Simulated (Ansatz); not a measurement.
**ScHg (Pm-3m), an elastic constant from a strain scan**

Level of theory: DFT PBEsol, scalar-relativistic, plane waves, PAW (Ansatz 0.2.0). Cutoff 420 eV, Γ-centred 14×14×14 k-points, Gaussian smearing of 0.15 eV. Spin–orbit coupling is left out, which can shift energies with elements as heavy as these. No spin polarisation. Energies are free energies at this smearing, counted from the undisturbed cell; pressure is positive in compression.

The undisturbed cell (as given, not relaxed at this level; it stands at -0.9 GPa, and it needn't be the usual structure):

```xyz
2
Lattice="3.4800 0.0000 0.0000 0.0000 3.4800 0.0000 0.0000 0.0000 3.4800" Properties=species:S:1:pos:R:3 pbc="T T T"
Sc    1.7400    1.7400    1.7400
Hg    0.0000    0.0000    0.0000
```

The cell is strained by ε times the Voigt pattern (0, 0, 1, 0, 0, 0) (xx, yy, zz, yz, xz, xy; engineering shear) with fractional coordinates fixed. The cell holds 2 atoms in V0 = 42.14 Å³. The stress column is τ = (1/V0) dE/dε, got from the stress tensor σ (compression positive) at each point as −det(1 + εP) σ : P(1 + εP)⁻¹, with P the pattern as a tensor.

| ε | ΔE (meV/atom) | τ (GPa) |
| --- | --- | --- |
| -0.0200 | 0.402 | -1.267 |
| -0.0150 | -0.244 | -0.697 |
| -0.0100 | -0.520 | -0.143 |
| -0.0050 | -0.435 | 0.397 |
| 0.0000 | 0.000 | 0.922 |
| 0.0050 | 0.774 | 1.434 |
| 0.0100 | 1.882 | 1.933 |
| 0.0150 | 3.314 | 2.418 |
| 0.0175 | 4.148 | 2.656 |
| 0.0200 | ? | ? |

**Question.** Which combination of elastic constants does this scan measure, and how large is it?

**Answer.** For small ε, τ = τ0 + Kε with K = pᵀCp, which for this pattern is C11 in the cubic axes. The parabola through τ at ε = -0.0050, 0 and 0.0050 has slope K = 104 GPa at zero. The energies per cell, E = NΔE, of the same two points give K = 2[E(ε₊)/ε₊ − E(ε₋)/ε₋]/[(ε₊ − ε₋)V0] = 103 GPa, in agreement.

**Question.** Predict the withheld row at ε = 0.0200 from the harmonic law, and compare.

**Answer.** ΔE = V0(τ0 ε + Kε²/2)/N = 5.155 meV/atom and τ = 3.00 GPa. The calculation gives 5.060 meV/atom and 2.89 GPa, a miss of 1.9 % of the harmonic energy, so the harmonic law still holds on this side, though at ε = -0.0200 the energy lies 33 % above it.

In a metal these slopes depend on the k mesh and the smearing.